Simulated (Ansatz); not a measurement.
Mg₂SiS₄:
```cif
data_Mg8S16Si4
_chemical_formula_sum 'Mg8 Si4 S16'
_space_group_name_H-M_alt 'Pnma'
_space_group_IT_number 62
_space_group_name_Hall '-P 2ac 2n'
_cell_length_a 12.72113
_cell_length_b 7.43550
_cell_length_c 5.92609
_cell_angle_alpha 90.000
_cell_angle_beta 90.000
_cell_angle_gamma 90.000
loop_
_space_group_symop_operation_xyz
  'x, y, z'
  '-x, -y, -z'
  '-x+1/2, -y, z+1/2'
  'x+1/2, y, -z+1/2'
  'x+1/2, -y+1/2, -z+1/2'
  '-x+1/2, y+1/2, z+1/2'
  '-x, y+1/2, -z'
  'x, -y+1/2, z'
loop_
_atom_site_label
_atom_site_type_symbol
_atom_site_symmetry_multiplicity
_atom_site_Wyckoff_symbol
_atom_site_fract_x
_atom_site_fract_y
_atom_site_fract_z
_atom_site_occupancy
Mg1 Mg 4 a 0.00000 0.00000 0.00000 1
Mg2 Mg 4 c 0.23121 0.25000 0.50743 1
Si1 Si 4 c 0.41049 0.25000 0.09409 1
S1 S 4 c 0.09227 0.75000 0.23892 1
S2 S 4 c 0.06500 0.25000 0.26105 1
S3 S 8 d 0.33384 0.02429 0.24674 1
```

Relaxed with r²SCAN.

Q: Which orbitals make up the states near the band edges in the program Ansatz at the r²SCAN level (PAW)?

A: Top 1 eV of the valence band: S 3p 97 %. Bottom 1 eV of the conduction band: S 3p 26 %, Si 3s 16 %, Si 3p 16 %, Mg 3s 12 %, S 3s 5 %, outside the projected shells 24 %. Projections are on Löwdin-orthogonalised atomic valence shells; empty p or d shells of many metals are not among them.

Q: Tabulate the density of states.

A: States/eV per cell of 28 atoms, in 0.25 eV bins, energy from the valence-band maximum.

| E (eV) | total | S 3p | Si 3p | Mg 3s |
|---|---|---|---|---|
| -7.85 | 0.00 | 0.00 | 0.00 | 0.00 |
| -7.60 | 0.00 | 0.00 | 0.00 | 0.00 |
| -7.35 | 0.00 | 0.00 | 0.00 | 0.00 |
| -7.10 | 0.00 | 0.00 | 0.00 | 0.00 |
| -6.85 | 2.62 | 1.28 | 0.01 | 0.23 |
| -6.60 | 9.65 | 4.73 | 0.04 | 0.58 |
| -6.35 | 19.69 | 9.62 | 0.10 | 0.47 |
| -6.10 | 0.04 | 0.02 | 0.00 | 0.00 |
| -5.85 | 0.00 | 0.00 | 0.00 | 0.00 |
| -5.60 | 0.00 | 0.00 | 0.00 | 0.00 |
| -5.35 | 0.18 | 0.12 | 0.03 | 0.02 |
| -5.10 | 2.83 | 1.91 | 0.46 | 0.27 |
| -4.85 | 4.40 | 3.04 | 0.71 | 0.34 |
| -4.60 | 8.91 | 6.35 | 1.48 | 0.42 |
| -4.35 | 11.53 | 8.36 | 1.89 | 0.63 |
| -4.10 | 20.55 | 14.85 | 3.25 | 1.26 |
| -3.85 | 19.25 | 14.26 | 2.84 | 1.07 |
| -3.60 | 21.57 | 16.32 | 3.22 | 0.85 |
| -3.35 | 10.10 | 7.66 | 1.48 | 0.37 |
| -3.10 | 17.75 | 13.70 | 1.71 | 1.32 |
| -2.85 | 14.17 | 11.39 | 0.97 | 0.99 |
| -2.60 | 13.74 | 11.56 | 0.58 | 0.67 |
| -2.35 | 15.19 | 13.36 | 0.48 | 0.48 |
| -2.10 | 23.35 | 21.30 | 0.58 | 0.36 |
| -1.85 | 10.62 | 9.67 | 0.18 | 0.22 |
| -1.60 | 23.33 | 21.76 | 0.33 | 0.23 |
| -1.35 | 22.55 | 21.14 | 0.30 | 0.22 |
| -1.10 | 23.20 | 22.00 | 0.20 | 0.19 |
| -0.85 | 26.29 | 25.17 | 0.20 | 0.13 |
| -0.60 | 34.68 | 33.50 | 0.22 | 0.09 |
| -0.35 | 26.05 | 25.40 | 0.08 | 0.05 |
| -0.10 | 1.76 | 1.73 | 0.00 | 0.00 |
| 0.15 | 0.00 | 0.00 | 0.00 | 0.00 |
| 0.40 | 0.00 | 0.00 | 0.00 | 0.00 |
| 0.65 | 0.00 | 0.00 | 0.00 | 0.00 |
| 0.90 | 0.00 | 0.00 | 0.00 | 0.00 |
| 1.15 | 0.00 | 0.00 | 0.00 | 0.00 |
| 1.40 | 0.00 | 0.00 | 0.00 | 0.00 |
| 1.65 | 0.00 | 0.00 | 0.00 | 0.00 |
| 1.90 | 0.00 | 0.00 | 0.00 | 0.00 |
| 2.15 | 0.00 | 0.00 | 0.00 | 0.00 |
| 2.40 | 0.00 | 0.00 | 0.00 | 0.00 |
| 2.65 | 0.00 | 0.00 | 0.00 | 0.00 |
| 2.90 | 0.00 | 0.00 | 0.00 | 0.00 |
| 3.15 | 0.00 | 0.00 | 0.00 | 0.00 |
| 3.40 | 0.01 | 0.00 | 0.00 | 0.00 |
| 3.65 | 0.64 | 0.14 | 0.09 | 0.13 |
| 3.90 | 4.06 | 1.06 | 0.50 | 0.52 |
| 4.15 | 7.17 | 1.79 | 1.12 | 0.92 |
| 4.40 | 14.81 | 3.92 | 2.61 | 1.53 |
| 4.65 | 12.93 | 2.94 | 2.97 | 1.59 |
| 4.90 | 18.25 | 3.99 | 4.54 | 2.33 |
| 5.15 | 17.41 | 3.88 | 4.32 | 2.10 |
| 5.40 | 15.18 | 2.85 | 4.38 | 1.85 |
| 5.65 | 14.82 | 2.59 | 4.13 | 1.96 |
| 5.90 | 19.98 | 3.47 | 5.76 | 2.45 |
| 6.15 | 10.36 | 1.73 | 2.71 | 1.35 |
| 6.40 | 11.87 | 1.73 | 1.91 | 2.36 |
| 6.65 | 13.24 | 1.59 | 1.32 | 2.70 |
| 6.90 | 14.61 | 1.44 | 1.14 | 2.18 |
| 7.15 | 18.90 | 1.50 | 1.08 | 2.08 |
| 7.40 | 20.49 | 1.41 | 1.03 | 1.74 |
| 7.65 | 20.00 | 1.28 | 0.88 | 1.29 |
| 7.90 | 22.43 | 1.48 | 0.89 | 1.51 |
| 8.15 | 18.25 | 1.12 | 0.71 | 1.07 |

The first step of the workflow began from a Materials Project structure, measured or hypothetical; the Crystallography Open Database copy checked does not list it. Its standing as an ambient phase is unchecked. The cell was relaxed with r²SCAN under the symmetry of its start; its stability against distortions is not shown here.

Potentials: the later of the program's two PAW sets.
